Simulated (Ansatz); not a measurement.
# TiO2: do energies and stresses tell the same story?

Theory: DFT PBE+U, scalar-relativistic, plane waves, PAW (Ansatz 0.2.0).

Cutoff 420 eV; k points 6×6×10 on the computed 6-atom cell (Γ-centred); Gaussian smearing, width 0.02 eV; U_eff Ti 4.00 eV on the d shells (Löwdin-orthogonalised atomic orbitals); no spin polarisation.

Relaxed cell: P4_2/mnm, a = 4.640 Å, b = 4.640 Å, c = 3.007 Å, α = 90.00°, β = 90.00°, γ = 90.00°, 6 atoms in the primitive cell.

Energies at zero smearing and pressures from the stress tensor, at volumes with shape and atoms relaxed:
```csv
V (Å³/atom),E − E(first) (meV/atom),P (GPa)
9.494,0.00,35.37
9.818,-59.85,24.17
10.141,-98.85,14.70
10.465,-120.23,6.72
10.789,-126.83,0.01
11.112,-121.06,-5.55
11.436,-105.16,-10.06
11.868,-71.63,-14.60
```

Q: Check P = −dE/dV between neighbouring volumes, and get the bulk modulus from the pressures alone.

A: With 1 eV/Å³ = 160.2 GPa:
| middle V (Å³/atom) | −ΔE/ΔV (GPa) | mean P (GPa) |
| --- | --- | --- |
| 9.656 | 29.629 | 29.769 |
| 9.980 | 19.301 | 19.435 |
| 10.303 | 10.587 | 10.706 |
| 10.627 | 3.266 | 3.361 |
| 10.950 | -2.857 | -2.771 |
| 11.274 | -7.869 | -7.806 |
| 11.652 | -12.450 | -12.330 |

The two differ by 0.14 GPa at most. The mean of two end pressures misses the average over a step by about ΔV² P″/12, up to 0.15 GPa here; with that taken off 0.02 GPa remains. Around V = 10.789 Å³/atom, the two neighbours give B = −V ΔP/ΔV = 10.789 × 12.26 / 0.647 = 204.4 GPa, against B0 = 200.2 GPa from the Birch–Murnaghan fit of the energies.

A ferromagnetic start lost its moments in a first run, so spin was left out; other magnetic orders weren't tried.

Cost: 9 runs of about 3.8 core-minutes in all, on Intel Xeon 6975P-C (Granite Rapids) (shared hosts).